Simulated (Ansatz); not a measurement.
Here is the system:

SrMgF4:
```xyz
12
Lattice="1.9723 -7.2054 0.0000 1.9723 7.2054 0.0000 0.0000 0.0000 5.6126" Properties=species:S:1:pos:R:3 pbc="T T T"
Sr     1.9723     2.2764     0.2345
Sr     1.9723    -2.2764     3.0408
Mg     1.9723    -5.9889     3.3408
Mg     1.9723     5.9889     0.5345
F      1.9723    -4.8742     1.7421
F      1.9723     4.8742     4.5484
F      1.9723     6.7114     2.4205
F      1.9723    -6.7114     5.2268
F      1.9723    -4.2987     4.4217
F      1.9723     4.2987     1.6154
F      1.9723     1.2172     3.4603
F      1.9723    -1.2172     0.6540
```

This is the r²SCAN-relaxed structure. Tensor components refer to the Cartesian frame of this cell.

Task: All from the program Ansatz at the r²SCAN level (PAW), unless another level is named. Give the Poisson's ratio.

Result: 0.29.

Task: Predict the piezoelectric stress constants (proper, relaxed ions, C/m²).

Result: e15 = 0.08, e24 = 1.23, e31 = 0.05, e32 = -0.04, e33 = -0.39.

Space group Cmc2_1. The workflow started from a Materials Project entry (that database holds measured and hypothetical structures alike); the Crystallography Open Database files this formula in space group No. 36, but the cells were not matched. Its standing as an ambient phase is unchecked. Symmetry was held in the r²SCAN relaxation; its stability against distortions is not shown here. Signs of piezoelectric constants follow the polarity of the cell as given.

Potentials: the earlier of the program's two PAW sets. The files were generated under PBE; for other functionals the program regenerates the frozen cores, and for LDA and PBEsol the local potential too.
